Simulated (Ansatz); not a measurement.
Relaxed-ion elastic tensor of AlRu (CsCl type, Pm-3m) in GPa (Voigt order), PBEsol in the plane-wave PAW code Ansatz; density 8.07 g/cm³, 13.18 Å³ per atom.

```json
[
 {"": "1", "1": "340", "2": "159", "3": "159", "4": "0.0", "5": "0.0", "6": "0.0"},
 {"": "2", "1": "159", "2": "340", "3": "159", "4": "0.0", "5": "0.0", "6": "0.0"},
 {"": "3", "1": "159", "2": "159", "3": "340", "4": "0.0", "5": "0.0", "6": "0.0"},
 {"": "4", "1": "0.0", "2": "0.0", "3": "0.0", "4": "136", "5": "0.0", "6": "0.0"},
 {"": "5", "1": "0.0", "2": "0.0", "3": "0.0", "4": "0.0", "5": "136", "6": "0.0"},
 {"": "6", "1": "0.0", "2": "0.0", "3": "0.0", "4": "0.0", "5": "0.0", "6": "136"}
]
```

### Question
Is the crystal mechanically stable?

### Answer
Yes: the smallest eigenvalue of C is 136 GPa.

### Question
Work out the Voigt, Reuss and Hill averages.

### Answer
K_V = 219, K_R = 219, K_H = 219; G_V = 118, G_R = 113, G_H = 116 GPa.

### Question
Give Young's modulus, Poisson's ratio, Pugh's ratio and the universal anisotropy index.

### Answer
E = 9KG/(3K + G) = 295 GPa; ν = 0.28; K/G = 1.90 (ductile by the Pugh limit of 1.75); A_U = 5G_V/G_R + K_V/K_R − 6 = 0.21.

### Question
Estimate the sound speeds and the Debye temperature.

### Answer
v_l = √((K + 4G/3)/ρ) = 6800 m/s, v_t = √(G/ρ) = 3790 m/s, mean 4220 m/s; Θ = (h/k)(3n/4πV)^(1/3) v_m = 531 K.

### Question
Give the Zener ratio and Young's modulus along [100], [110] and [111].

### Answer
A = 2C44/(C11 − C12) = 1.51; 1/E = S11 − 2(S11 − S12 − S44/2)Γ with Γ = 0, 1/4, 1/3 gives 238, 306, 339 GPa.

### Question
Solve the Christoffel equation for the three sound speeds along [100], [110], [111].

### Answer
Eigenvalues of C_ijkl n_j n_l equal ρv². In km/s, slowest first: [100] 4.11, 4.11, 6.49; [110] 3.35, 4.11, 6.92; [111] 3.62, 3.62, 7.05.

Symmetry was held in the PBEsol relaxation. No spin polarisation was allowed. As this level gives no gap, shear constants depend on the k-mesh and smearing (Fermi–Dirac, 0.1 eV here).

Potentials: the later of the program's two PAW sets.
